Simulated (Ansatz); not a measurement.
The cell of MgC2 is invented: random cell by space group and Wyckoff sites (P6/mmm, No. 191). Its size is a rough estimate.

```cif
data_structure
_symmetry_space_group_name_H-M 'P6/mmm'
_symmetry_Int_Tables_number 191
_cell_length_a 3.0864
_cell_length_b 3.0864
_cell_length_c 5.5853
_cell_angle_alpha 90.000
_cell_angle_beta 90.000
_cell_angle_gamma 120.000
_cell_volume 46.08
loop_
_atom_site_label
_atom_site_type_symbol
_atom_site_symmetry_multiplicity
_atom_site_Wyckoff_symbol
_atom_site_fract_x
_atom_site_fract_y
_atom_site_fract_z
_atom_site_occupancy
Mg1 Mg 1 b 0.00000 0.00000 0.50000 1
C1 C 2 e 0.00000 0.00000 0.16553 1
```

Level of theory: DFT PBE, scalar-relativistic, plane waves, PAW (Ansatz). Cutoff 420 eV, Gaussian smearing, Γ-centred meshes. Cell and atoms relax first on a coarse mesh and then on a converged one. In between, the cell is made exact in the group found at 0.06 Å. The steps can't lower the symmetry of their start. No spin polarisation in the relaxation; trial moments died out in a coarse test.

A guess keeps its type if space group and coordination stay and the shape of the cell changes little (axis ratios within about 15 %, angles within 6°); the volume may change.

Question: Does this structure survive the relaxation?

Answer: It doesn't keep its type. The symmetry stays P6/mmm (No. 191). The volume per atom grows by 352.4 %, from 15.4 to 69.5 Å³. The shortest distance goes from 1.85 Å (C–C) to 1.24 Å (C–C). The ratio c/a of the conventional cell changes by a factor of 0.43. Counting neighbours within 15 % of an atom's shortest distance, the start has C 2, Mg 2 and the end C 1, Mg 2. In detail, at the end Mg is surrounded by 2 C at 2.02 Å; around C lie 1 C at 1.24 Å and 1 Mg at 2.02 Å.

```yaml
crystal:
  lattice:
    - [6.75246, 0.00000, 0.00000]
    - [-3.37623, 5.84780, 0.00000]
    - [0.00000, 0.00000, 5.27895]
  atoms:
    - { symbol: Mg, position: [0.00000, 0.00000, 0.50000] }
    - { symbol: C, position: [0.00000, 0.00000, 0.11745] }
    - { symbol: C, position: [0.00000, 0.00000, 0.88255] }
```

Formation energies are uncorrected and refer to the elements' standard structures at the same level.

Question: At what energy does it end?

Answer: +1.007 eV/atom. The separate elements lie lower, so it is unstable against them.

The last run used a 6×6×4 mesh (in the run's order of axes) for its 3-atom cell and Gaussian smearing of 0.02 eV. No dispersion correction is applied, so the spacing and binding between layers, chains or molecules are poorly described. The reference form of C is held partly by dispersion forces, which this level lacks. Symmetry constrained the relaxation, so the result can be a saddle point.
